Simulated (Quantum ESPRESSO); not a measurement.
Al3InRu2Sn2 in 6 site orders

Calculated results; nothing here was measured. They come from Quantum ESPRESSO 7.5, a public plane-wave density functional program. Each row is one single-point run on a made-up periodic cell of eight metal atoms, with elements, volume, strain and displacements drawn at random and not relaxed, so a cell may be unstable or far from any real phase. There is no spin polarisation or spin-orbit coupling.

Settings: PBE unless stated; PseudoDojo standard norm-conserving files; Fermi-Dirac width 0.25 eV, which means electrons at about 2900 K; cutoff 1143 eV; 5 x 5 x 5 k mesh shifted half a step off Gamma. E is the free energy of the whole cell (internal energy minus TS), so a -TS column is already part of it. Stress is positive in tension, and the pressure P is minus a third of its trace.

Checks: one run of this series was repeated at a higher cutoff and on a denser mesh, which moved values by no more than 0.003 eV, 0.06 GPa and 0.016 eV/Å, and a second program with other atomic files agreed on it to 2 % rms in force and 0.5 GPa in pressure. Known limits: the tin pseudopotential is less sure than most, with forces differing by about three percent from a second method on plain tin; a spin test at this wide smearing found no moment, but such smearing suppresses magnetism that the real alloy may have.

The lattice is hexagonal close-packed, and the cell vectors in Å are (3.014, 0.008, 4.791); (3.000, -0.076, -4.782); (-3.066, 5.401, 0.041), a volume of 154.45 Å³. The runs put one composition on the same eight displaced sites in different orders. E is counted from run 1, and the rms force is over all 24 components. Nothing is relaxed, so E mixes bonding between neighbours with strain on unrelaxed sites, and it is not an ordering energy.

| run | elements on sites 1 to 8 | E (eV) | -TS (eV) | rms force (eV/Å) | largest force (eV/Å) | P (GPa) |
|---|---|---|---|---|---|---|
| 1 | Ru Al Sn Al Ru In Al Sn | 0.000 | -1.205 | 0.666 | 1.74 | -4.13 |
| 2 | Ru Al Al Sn Ru Sn In Al | 0.093 | -1.203 | 0.659 | 2.07 | -3.91 |
| 3 | Ru Al Sn Al In Ru Al Sn | -0.165 | -1.218 | 0.555 | 1.77 | -4.67 |
| 4 | In Al Al Ru Ru Sn Al Sn | -0.185 | -1.141 | 0.578 | 1.63 | -4.48 |
| 5 | Sn In Al Al Ru Sn Ru Al | -0.361 | -1.144 | 0.437 | 1.26 | ? |
| 6 | Al Sn Al Sn Ru Al Ru In | -0.423 | -1.151 | 0.464 | 1.17 | -4.93 |

## Worked fit

A straight line through the runs shown gives P = -4.15 + 2.00 E GPa with E in eV, an error of 0.31 on the slope and a scatter of 0.12 GPa. At this fixed volume the orders of higher energy tend to have the higher pressure.

## Withheld value

Question: what pressure should run 5 give?

The fit gives -4.87 ± 0.15 GPa. The calculation gave -4.90 GPa.
